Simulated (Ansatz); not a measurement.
A (001) slab of relaxed bulk W (Im-3m, 15.69 Å³/atom, gap on the mesh 0.00 eV), 4 planes in a 6×1 cell with the lowest 2 held; added atoms sit on lattice sites of the next plane. A dipole correction is on. The surface energy is the mean of the held and the free face; step energies are per length and the mean of the stripe's two steps, which run along the shortest translation of the plane; step and island energies count from the flat slab and bulk atoms.

Computed with Ansatz, DFT PBEsol, scalar-relativistic, plane waves, PAW.

Cutoff 420 eV; k points 2×10×1 on the computed 26-atom cell (Γ-centred); Gaussian smearing, width 0.10 eV; no spin polarisation.

Start (stripe of 2 atoms):

```xyz
26
Lattice="18.9261 0.0000 0.0000 0.0000 3.1543 0.0000 0.0000 0.0000 18.3087" Properties=species:S:1:pos:R:3 pbc="T T T"
W     0.0000    0.0000    1.5000
W     1.5772    1.5772    3.0772
W     3.1543    0.0000    1.5000
W     4.7315    1.5772    3.0772
W     6.3087    0.0000    1.5000
W     7.8859    1.5772    3.0772
W     9.4630    0.0000    1.5000
W    11.0402    1.5772    3.0772
W    12.6174    0.0000    1.5000
W    14.1946    1.5772    3.0772
W    15.7717    0.0000    1.5000
W    17.3489    1.5772    3.0772
W     0.0000    0.0000    4.6543
W     1.5772    1.5772    6.2315
W     3.1543    0.0000    4.6543
W     4.7315    1.5772    6.2315
W     6.3087    0.0000    4.6543
W     7.8859    1.5772    6.2315
W     9.4630    0.0000    4.6543
W    11.0402    1.5772    6.2315
W    12.6174    0.0000    4.6543
W    14.1946    1.5772    6.2315
W    15.7717    0.0000    4.6543
W    17.3489    1.5772    6.2315
W     0.0000    0.0000    7.8087
W     3.1543    0.0000    7.8087
```

**Question.** Relax it.

**Answer.** The free energy falls by 52 meV/atom.

* step energy (meV/Å): -35
* gap on the mesh (eV): 0

Relaxed structure:
```yaml
crystal:
  lattice:
    - [18.92609, 0.00000, 0.00000]
    - [0.00000, 3.15435, 0.00000]
    - [0.00000, 0.00000, 18.30870]
  atoms:
    - { symbol: W, position: [0.00000, 0.00000, 0.08193] }
    - { symbol: W, position: [0.08333, 0.50000, 0.16807] }
    - { symbol: W, position: [0.16667, 0.00000, 0.08193] }
    - { symbol: W, position: [0.25000, 0.50000, 0.16807] }
    - { symbol: W, position: [0.33333, 0.00000, 0.08193] }
    - { symbol: W, position: [0.41667, 0.50000, 0.16807] }
    - { symbol: W, position: [0.50000, 0.00000, 0.08193] }
    - { symbol: W, position: [0.58333, 0.50000, 0.16807] }
    - { symbol: W, position: [0.66667, 0.00000, 0.08193] }
    - { symbol: W, position: [0.75000, 0.50000, 0.16807] }
    - { symbol: W, position: [0.83333, 0.00000, 0.08193] }
    - { symbol: W, position: [0.91667, 0.50000, 0.16807] }
    - { symbol: W, position: [0.99937, 0.00000, 0.25190] }
    - { symbol: W, position: [0.08333, 0.50000, 0.33911] }
    - { symbol: W, position: [0.16730, 0.00000, 0.25190] }
    - { symbol: W, position: [0.24757, 0.50000, 0.34211] }
    - { symbol: W, position: [0.33354, 0.00000, 0.25746] }
    - { symbol: W, position: [0.41430, 0.50000, 0.33186] }
    - { symbol: W, position: [0.49973, 0.00000, 0.25783] }
    - { symbol: W, position: [0.58333, 0.50000, 0.33272] }
    - { symbol: W, position: [0.66693, 0.00000, 0.25783] }
    - { symbol: W, position: [0.75236, 0.50000, 0.33186] }
    - { symbol: W, position: [0.83312, 0.00000, 0.25746] }
    - { symbol: W, position: [0.91910, 0.50000, 0.34211] }
    - { symbol: W, position: [0.00070, 0.00000, 0.41466] }
    - { symbol: W, position: [0.16597, 0.00000, 0.41466] }
```

Spin-orbit coupling is left out, which matters for the bands of heavy elements.

Small energy differences in metals hang on the k mesh (about 10 mJ/m² or 1 to 2 meV/atom on the mesh of the relaxation).

Time: 10 min on 4 threads of Intel(R) Xeon(R) Platinum 8259CL CPU @ 2.50GHz (Skylake/Cascade Lake) (shared host), peak memory 5.1 GiB.